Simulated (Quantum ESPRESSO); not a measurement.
## PdSn2InMo3Ta (one run as intended and one with a planted mistake)

Computed values, not a measurement. The program is pw.x of Quantum ESPRESSO 7.5 (plane-wave density functional theory). The cell is made up: eight metal atoms on a face-centred cubic lattice, with elements, volume, strain and displacements drawn at random and not relaxed, so it may be unstable or far from any real phase. PseudoDojo standard norm-conserving files set the functional (PBE unless stated); there is no spin polarisation or spin-orbit coupling, the Fermi-Dirac width of 0.25 eV means electrons at about 2900 K, and the masses in the input are unused placeholders. The tin pseudopotential is less sure than most, with forces differing by about three percent from a second method on plain tin. Heavy elements are run without spin-orbit coupling, which real alloys of them have. A spin test at this wide smearing found no moment, but such smearing suppresses magnetism that the real alloy may have.

Intended input:

```
&control calculation='scf', pseudo_dir='./dojo.nc.sr.pbe.v0_5.standard.upf', outdir='./o', disk_io='minimal', tprnfor=.true., tstress=.true. /
&system ibrav=0, nat=8, ntyp=5, nbnd=73, ecutwfc=84.00895049, nosym=.true., tot_charge=0,
 occupations='smearing', smearing='fd', degauss=0.0183746611
/
&electrons conv_thr=1.470e-08, electron_maxstep=70, mixing_beta=0.5 /
ATOMIC_SPECIES
In 1.0 In.upf
Mo 1.0 Mo.upf
Pd 1.0 Pd.upf
Sn 1.0 Sn.upf
Ta 1.0 Ta.upf
CELL_PARAMETERS angstrom
0.0 -2.1486 -2.1486
-4.2972 2.1486 -2.1486
6.4457 6.4457 -4.2972
ATOMIC_POSITIONS angstrom
Pd -0.119 0.0279 0.0024
Sn 0.0181 2.1434 -2.0676
In -0.0808 4.2898 -4.2832
Mo 4.341 4.393 -4.2954
Mo -2.1477 -0.0011 -2.1099
Sn -2.1578 2.1187 -4.3184
Ta 2.1496 2.1752 -4.1793
Mo 2.0462 4.3361 -6.4275
K_POINTS automatic
8 5 3 1 1 1
```

The log is shortened where brackets say so; the opening notice, blank lines, dates and the lines on written files are dropped, and the path of the files is cut. It prints rydbergs, bohrs and kilobars, and counts compression as positive stress. Its total energy is the free energy E - TS of the whole cell.

Log of the intended run:

```
     Program PWSCF v.7.5
     Parallel version (MPI & OpenMP), running on       4 processor cores
     Number of MPI processes:                 4
     Threads/MPI process:                     1
     [start-up lines left out]
     bravais-lattice index     =            0
     lattice parameter (alat)  =       5.7421  a.u.
     unit-cell volume          =    1070.9723 (a.u.)^3
     number of atoms/cell      =            8
     number of atomic types    =            5
     number of electrons       =       114.00
     number of Kohn-Sham states=           73
     kinetic-energy cutoff     =      84.0090  Ry
     charge density cutoff     =     336.0358  Ry
     scf convergence threshold =      1.5E-08
     mixing beta               =       0.5000
     number of iterations used =            8  plain     mixing
     Exchange-correlation= PBE
                           (   1   4   3   4   0   0   0)
     [axes and pseudopotential details left out]
   Cartesian axes
     site n.     atom                  positions (alat units)
         1        Pd     tau(   1) = (  -0.0391630   0.0091819   0.0007898  )
         2        Sn     tau(   2) = (   0.0059567   0.7053955  -0.6804496  )
         3        In     tau(   3) = (  -0.0265914   1.4117782  -1.4096061  )
         4        Mo     tau(   4) = (   1.4286282   1.4457415  -1.4136212  )
         5        Mo     tau(   5) = (  -0.7068106  -0.0003620  -0.6943706  )
         6        Sn     tau(   6) = (  -0.7101345   0.6972667  -1.4211905  )
         7        Ta     tau(   7) = (   0.7074359   0.7158609  -1.3754125  )
         8        Mo     tau(   8) = (   0.6734068   1.4270156  -2.1152978  )
     number of k points=    60  Fermi-Dirac smearing, width (Ry)=  0.0184
                       cart. coord. in units 2pi/alat
        k(    1) = (  -0.0092071   0.0173094  -0.1056978), wk =   0.0333333
        k(    2) = (  -0.1270596  -0.1005431   0.0121547), wk =   0.0333333
     [further k points left out]
     Dense  grid:   111391 G-vectors     FFT dimensions: (  36,  60, 120)
     Estimated max dynamical RAM per process >     440.34 MB
     Estimated total dynamical RAM >       1.64 GB
     Initial potential from superposition of free atoms
     starting charge     113.9876, renormalised to     114.0000
     Starting wfcs are   76 randomized atomic wfcs
     total cpu time spent up to now is        6.9 secs
     per-process dynamical memory:   349.5 Mb
     Self-consistent Calculation
     iteration #  1     ecut=    84.01 Ry     beta= 0.50
     Davidson diagonalization with overlap
     ethr =  1.00E-02,  avg # of iterations =  4.3
     total cpu time spent up to now is       23.9 secs
     total energy              =   -1263.25893894 Ry
     estimated scf accuracy    <      11.27676597 Ry
     iteration #  2     ecut=    84.01 Ry     beta= 0.50
     Davidson diagonalization with overlap
     ethr =  9.89E-03,  avg # of iterations =  4.5
     total cpu time spent up to now is       44.7 secs
     total energy              =   -1259.46995740 Ry
     estimated scf accuracy    <     196.10894949 Ry
     [iterations 3 to 17 left out]
     iteration # 18     ecut=    84.01 Ry     beta= 0.50
     Davidson diagonalization with overlap
     ethr =  8.04E-11,  avg # of iterations =  2.0
     total cpu time spent up to now is      293.5 secs
     total energy              =   -1270.76209548 Ry
     estimated scf accuracy    <       0.00000021 Ry
     iteration # 19     ecut=    84.01 Ry     beta= 0.50
     Davidson diagonalization with overlap
     ethr =  8.04E-11,  avg # of iterations =  1.0
     total cpu time spent up to now is      307.7 secs
     End of self-consistent calculation
     [lines on levels left out]
!    total energy              =   -1270.76209549 Ry
     estimated scf accuracy    <          6.5E-09 Ry
     smearing contrib. (-TS)   =      -0.11753098 Ry
     internal energy E=F+TS    =   -1270.64456451 Ry
     The total energy is F=E-TS. E is the sum of the following terms:
     one-electron contribution =    -331.96557499 Ry
     hartree contribution      =     236.10424332 Ry
     xc contribution           =    -261.62713898 Ry
     ewald contribution        =    -913.15609386 Ry
     convergence has been achieved in  19 iterations
     Forces acting on atoms (cartesian axes, Ry/au):
     atom    1 type  3   force =    -0.00479229   -0.01432407    0.01819853
     atom    2 type  4   force =    -0.02409215   -0.01962032    0.01455202
     atom    3 type  1   force =     0.06652720    0.03964263   -0.02989104
     atom    4 type  2   force =    -0.00272290    0.01177158   -0.01607213
     atom    5 type  2   force =    -0.03665279   -0.03130790    0.02943920
     atom    6 type  4   force =    -0.04457427   -0.04025260    0.04832256
     atom    7 type  5   force =     0.00541495    0.03658813   -0.04544794
     atom    8 type  2   force =     0.04089225    0.01750255   -0.01910119
     Total force =     0.154729     Total SCF correction =     0.000344
     Computing stress (Cartesian axis) and pressure
          total   stress  (Ry/bohr**3)                   (kbar)     P=      -82.94
  -0.00042762  -0.00016987   0.00019570          -62.91      -24.99       28.79
  -0.00016987  -0.00065937   0.00016629          -24.99      -97.00       24.46
   0.00019570   0.00016629  -0.00060455           28.79       24.46      -88.93
     init_run     :      6.39s CPU      6.67s WALL (       1 calls)
     electrons    :    293.45s CPU    300.84s WALL (       1 calls)
     forces       :      2.56s CPU      2.58s WALL (       1 calls)
     stress       :      8.97s CPU      8.98s WALL (       1 calls)
     [timing details left out]
     PWSCF        :   5m11.66s CPU   5m19.43s WALL
     JOB DONE.
```

A second run has one planted mistake: one coordinate of one atom is wrong. The input lines that differ:

```
- In -0.0808 4.2898 -4.2832
+ In -0.0808 4.2898 -4.1732
```

Its log:

```
     Program PWSCF v.7.5
     Parallel version (MPI & OpenMP), running on       4 processor cores
     Number of MPI processes:                 4
     Threads/MPI process:                     1
     [start-up lines left out]
     bravais-lattice index     =            0
     lattice parameter (alat)  =       5.7421  a.u.
     unit-cell volume          =    1070.9723 (a.u.)^3
     number of atoms/cell      =            8
     number of atomic types    =            5
     number of electrons       =       114.00
     number of Kohn-Sham states=           73
     kinetic-energy cutoff     =      84.0090  Ry
     charge density cutoff     =     336.0358  Ry
     scf convergence threshold =      1.5E-08
     mixing beta               =       0.5000
     number of iterations used =            8  plain     mixing
     Exchange-correlation= PBE
                           (   1   4   3   4   0   0   0)
     [axes and pseudopotential details left out]
   Cartesian axes
     site n.     atom                  positions (alat units)
         1        Pd     tau(   1) = (  -0.0391630   0.0091819   0.0007898  )
         2        Sn     tau(   2) = (   0.0059567   0.7053955  -0.6804496  )
         3        In     tau(   3) = (  -0.0265914   1.4117782  -1.3734050  )
         4        Mo     tau(   4) = (   1.4286282   1.4457415  -1.4136212  )
         5        Mo     tau(   5) = (  -0.7068106  -0.0003620  -0.6943706  )
         6        Sn     tau(   6) = (  -0.7101345   0.6972667  -1.4211905  )
         7        Ta     tau(   7) = (   0.7074359   0.7158609  -1.3754125  )
         8        Mo     tau(   8) = (   0.6734068   1.4270156  -2.1152978  )
     number of k points=    60  Fermi-Dirac smearing, width (Ry)=  0.0184
                       cart. coord. in units 2pi/alat
        k(    1) = (  -0.0092071   0.0173094  -0.1056978), wk =   0.0333333
        k(    2) = (  -0.1270596  -0.1005431   0.0121547), wk =   0.0333333
     [further k points left out]
     Dense  grid:   111391 G-vectors     FFT dimensions: (  36,  60, 120)
     Estimated max dynamical RAM per process >     440.34 MB
     Estimated total dynamical RAM >       1.64 GB
     Initial potential from superposition of free atoms
     starting charge     113.9876, renormalised to     114.0000
     Starting wfcs are   76 randomized atomic wfcs
     total cpu time spent up to now is        6.7 secs
     per-process dynamical memory:   349.5 Mb
     Self-consistent Calculation
     iteration #  1     ecut=    84.01 Ry     beta= 0.50
     Davidson diagonalization with overlap
     ethr =  1.00E-02,  avg # of iterations =  4.4
     total cpu time spent up to now is       22.9 secs
     total energy              =   -1263.35474590 Ry
     estimated scf accuracy    <      11.13140223 Ry
     iteration #  2     ecut=    84.01 Ry     beta= 0.50
     Davidson diagonalization with overlap
     ethr =  9.76E-03,  avg # of iterations =  4.6
     total cpu time spent up to now is       41.7 secs
     total energy              =   -1259.65667906 Ry
     estimated scf accuracy    <     191.96883588 Ry
     [iterations 3 to 17 left out]
     iteration # 18     ecut=    84.01 Ry     beta= 0.50
     Davidson diagonalization with overlap
     ethr =  6.53E-11,  avg # of iterations =  2.0
     total cpu time spent up to now is      261.0 secs
     total energy              =   -1270.75347939 Ry
     estimated scf accuracy    <       0.00000026 Ry
     iteration # 19     ecut=    84.01 Ry     beta= 0.50
     Davidson diagonalization with overlap
     ethr =  6.53E-11,  avg # of iterations =  1.3
     total cpu time spent up to now is      273.1 secs
     End of self-consistent calculation
     [lines on levels left out]
!    total energy              =   -1270.75347940 Ry
     estimated scf accuracy    <          3.8E-09 Ry
     smearing contrib. (-TS)   =      -0.11779702 Ry
     internal energy E=F+TS    =   -1270.63568238 Ry
     The total energy is F=E-TS. E is the sum of the following terms:
     one-electron contribution =    -332.17849149 Ry
     hartree contribution      =     236.19532879 Ry
     xc contribution           =    -261.62588413 Ry
     ewald contribution        =    -913.02663556 Ry
     convergence has been achieved in  19 iterations
     Forces acting on atoms (cartesian axes, Ry/au):
     atom    1 type  3   force =    -0.00475673   -0.01430093    0.01843526
     atom    2 type  4   force =    -0.02395998   -0.02481510    0.01940963
     atom    3 type  1   force =     0.06718888    0.04772925   -0.05299574
     atom    4 type  2   force =    -0.00303423    0.00981957   -0.01336217
     atom    5 type  2   force =    -0.03697898   -0.03135976    0.02981608
     atom    6 type  4   force =    -0.05213695   -0.04110360    0.05286095
     atom    7 type  5   force =     0.01644635    0.03691753   -0.03812114
     atom    8 type  2   force =     0.03723164    0.01711303   -0.01604287
     Total force =     0.165782     Total SCF correction =     0.000238
     Computing stress (Cartesian axis) and pressure
          total   stress  (Ry/bohr**3)                   (kbar)     P=      -82.00
  -0.00042619  -0.00017576   0.00018044          -62.69      -25.86       26.54
  -0.00017576  -0.00064201   0.00015915          -25.86      -94.44       23.41
   0.00018044   0.00015915  -0.00060403           26.54       23.41      -88.86
     init_run     :      6.22s CPU      6.46s WALL (       1 calls)
     electrons    :    259.61s CPU    266.46s WALL (       1 calls)
     forces       :      2.26s CPU      2.29s WALL (       1 calls)
     stress       :      7.76s CPU      7.77s WALL (       1 calls)
     [timing details left out]
     PWSCF        :   4m36.05s CPU   4m43.25s WALL
     JOB DONE.
```

|  | intended run | run with the mistake |
| --- | --- | --- |
| free energy (eV) | -17289.599 | -17289.482 |
| entropy term -TS, part of it (eV) | -1.599 | -1.603 |
| pressure (GPa) | -8.29 | -8.20 |
| size of the largest force component (eV/Å) | 1.710 | 1.727 |
| largest change of a force component (eV/Å) |  | 0.594 |
| iterations | 19 | 19 |

For scale, a rerun of the intended cell at a higher cutoff and on a denser mesh moved values by no more than 0.007 eV in energy, 0.09 GPa in stress and 0.016 eV/Å in force, and a second program with other atomic files agreed on that cell to 2 % rms in force and 0.5 GPa in pressure.